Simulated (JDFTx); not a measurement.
TiTe2(0001) slab cut from bulk TiTe2 (space group P-3m1, indices of the conventional cell, lattice of the Materials Project entry mp-1907, not re-optimised): 6 atoms in 6 planes, a 1x1 cell of 12.67 Å² (|a| = 3.824, |b| = 3.824 Å), 10.2 Å between the outermost planes, Te outermost, slab composition Ti2Te4, cell height 26.1 Å, 6×6×1 k mesh, Fermi smearing 0.01 Ha, no spin polarisation. Whether this polymorph is the ambient one wasn't checked. Neither spin polarisation nor a larger cell was tried.

All numbers are PBE, GBRV ultrasoft potentials, plane waves to 20/100 Ha results from a modified build of JDFTx, not measurements. Liquid: CANDLE, water, 1 M NaCl. Between zero charge and 0.70 V from it the run gives σ = 7.3 μC/cm², a mean capacitance of 10.5 μF/cm². The liquid has ε = 78.4, a 1:1 salt at 1 M with linear (Debye) response, and T = 298 K.

A calculation by hand: the Debye length, the diffuse-layer capacitance, and the inner capacitance that is left when the two stand in series.

Each ion has density c = 1 × 6.022×10⁻⁴ = 6.022e-04 Å⁻³. λ² = ε kT / (8π (e²/4πε₀) c) with kT = 0.02568 eV and e²/4πε₀ = 14.40 eV Å gives λ = 3.04 Å; the log prints 3.04 Å. C_diffuse = ε₀ε/λ = 228 μF/cm². Then 1/C_inner = 1/10.5 − 1/228, so C_inner = 11.0 μF/cm², which equals a vacuum gap of ε₀/C_inner = 0.81 Å. The diffuse layer takes 5 % of the potential drop; the rest lies between the electrode's charge and the onset of the dielectric, with the electrode's own (quantum) capacitance in it. The split is a model: in the calculation solvent and ions share one smooth cavity.
